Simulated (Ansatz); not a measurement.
Ansatz 0.2.0, relaxation: TiC

Run with:

```bash
ansatz run input.yaml --threads 2 --pin off --max-ram 2560MiB --backend cpu --events-out ev --progress --plain --runs-dir out
```

The input file (Ansatz 0.2.0, plane waves):

```yaml
crystal:
  lattice:
    - [0.0, 2.302597, 2.302597]
    - [2.302597, 0.0, 2.302597]
    - [2.302597, 2.302597, 0.0]
  atoms:
    - { symbol: Ti, position: [0.0, 0.0, 0.0] }
    - { symbol: C, position: [0.5, 0.5, 0.5] }
  symmetry: { tolerance: 0.0003 }
kpoints:
  mp_grid: { grid: [10, 10, 10], shift: [0, 0, 0] }
magnetization:
  spin_polarized: false
scf:
  occupations: { method: fermi_dirac, width: 0.0465 }
  lower_state_search: "off"
hamiltonian:
  pseudopotentials: { kind: paw }
  xc: pbe
basis:
  ecutwfc: 420
  fft_grid_basis: typed
relax:
  max_steps: 80
  cell: { p_target: 5.0 }
  f_tol: 0.03
output:
  forces: true
  stress: true
  eigenvalues: true
  bader: true
  populations: true
  elf: true
  write_potential: true
  volumetric_format: npy
  dos:
    e_range: [-12, 8]
    de: 0.05
    projected: { site_lists: { C: [C], Ti: [Ti] } }
  write_density: true
checkpoint:
  read: saved_state
```

Origin of the cell: a database entry, scaled a little.

The saved state is a converged single point of the same cell.

Steps («new basis» is an SCF on plane waves selected anew at the same cell):

```csv
step,ΔH (meV/atom),max force component (eV/Å),P (GPa),volume (Å³),SCF iterations,step was
1,0.0,0.000,-31.54,24.42,6,accepted
2,-280.5,0.000,-7.55,21.02,6,accepted
3,-300.1,0.000,10.27,19.59,6,accepted
4,-302.8,0.000,4.87,19.97,6,accepted
5,-302.8,0.000,5.00,19.96,6,accepted
6,-301.1,0.000,4.84,19.96,6,new basis
7,-301.1,0.000,5.00,19.95,6,accepted
8,-301.1,0.000,5.00,19.95,6,new basis
```

The starting structure.

Space group Fm-3m (No. 225); the run's cell has a = 3.256 Å, b = 3.256 Å, c = 3.256 Å, α = 60.00°, β = 60.00°, γ = 60.00°. Shortest distances: C–Ti 2.30 Å, Ti–Ti 3.26 Å, C–C 3.26 Å.

The relaxed structure.

Space group Fm-3m (No. 225); the run's cell has a = 3.044 Å, b = 3.044 Å, c = 3.044 Å, α = 60.00°, β = 60.00°, γ = 60.00°. Shortest distances: C–Ti 2.15 Å, Ti–Ti 3.04 Å, C–C 3.04 Å.

```yaml
crystal:
  lattice:
    - [0.00000, 2.15274, 2.15274]
    - [2.15274, 0.00000, 2.15274]
    - [2.15274, 2.15274, 0.00000]
  atoms:
    - { symbol: Ti, position: [0.00000, 0.00000, 0.00000] }
    - { symbol: C, position: [0.50000, 0.50000, 0.50000] }
```

```yaml
Enthalpy_lowered_by: 301.1 meV/atom
Volume_change: -18.28 %
Final_pressure: 5.00 GPa
Relaxation_steps_listed: 8
```

Caveats: no moments, though an odd count or open d shells may carry them; the relaxation held the start's symmetry, so the end may be a saddle point.

The run took 10 s on 2 threads of Arm Neoverse V1, with other jobs on the host, peak memory 0.31 GiB, from a saved density.
